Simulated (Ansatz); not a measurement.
Input:

Lu:
```xyz
1
Lattice="3.2032 0.0000 0.0000 0.0000 3.2032 0.0000 0.0000 0.0000 3.2032" Properties=species:S:1:pos:R:3 pbc="T T T"
Lu     0.0000     0.0000     0.0000
```

This is the PBE-relaxed structure.

**Question.** All from the program Ansatz at the PBE level (PAW), unless another level is named. Predict the density of states at the Fermi level.

**Answer.** 2.0 states/eV per atom (mean over ±0.08 eV).

**Question.** Predict the gap with spin–orbit coupling.

**Answer.** none (metallic).

Space group Pm-3m (simple cubic). The cell is a constructed one: a structure type filled with these elements; neither database checked (COD, Materials Project) lists it. It is not the phase usual at ambient conditions (space group No. 194). The PBE relaxation kept the symmetry of its start. At this level the phase is mechanically unstable. Scalar-relativistic: spin–orbit coupling is off unless named, which matters more the heavier the elements.

Potentials: the later of the program's two PAW sets.
